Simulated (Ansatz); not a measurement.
Consider the following.

PbS (rock salt)

```
PbS
1.0
    0.00000     6.00891     6.00891
    3.00445     0.00000     3.00445
    3.00445     3.00445     0.00000
S Pb
2 2
Direct
  0.00000   0.00000   0.00000
  0.50000   0.00000   0.00000
  0.25000   0.50000   0.50000
  0.75000   0.50000   0.50000
```

In this cell atom 2 (S, nearest neighbour Pb at 3.004 Å; its periodic images, 4.2 Å or more away, move with it) is moved by s along Cartesian z, unit vector (0.000, 0.000, 1.000); all other atoms and the cell stay fixed.

Method: PBE (plane waves to 420 eV, PAW, scalar-relativistic; Ansatz, a quantum-chemistry and plane-wave program). k mesh 4×8×8 (Γ-centred), Fermi-Dirac smearing 0.05 eV. E stands for the smeared free energy. PbS was relaxed with its symmetry unable to fall. Spin-orbit coupling is left out, though Pb is heavy. The zero of ΔE is the undisplaced structure.

The scan covers s from -0.900 to 0.900 Å in 11 points.

Question: Is this a single well or a double well?

Answer: A single well with its minimum at or next to zero displacement.

Question: Is the energy the same for equal positive and negative displacements?

Answer: Even: the same for both signs. With its periodic images moving along, the atom's site symmetry in this cell is -3m.

Question: What force acts on the atom along the line at s = -0.900 Å?

Answer: 9.92 eV/Å.

Question: What is the energy change at s = 0.900 Å?

Answer: 2493 meV/cell.

Question: What is the force constant k = d²E/ds² of this move at s = 0?

Answer: 2.38 eV/Å².

(A displaced cell: forces are minus the slopes of the energy, force constants its curvatures, and phonons follow from these.)
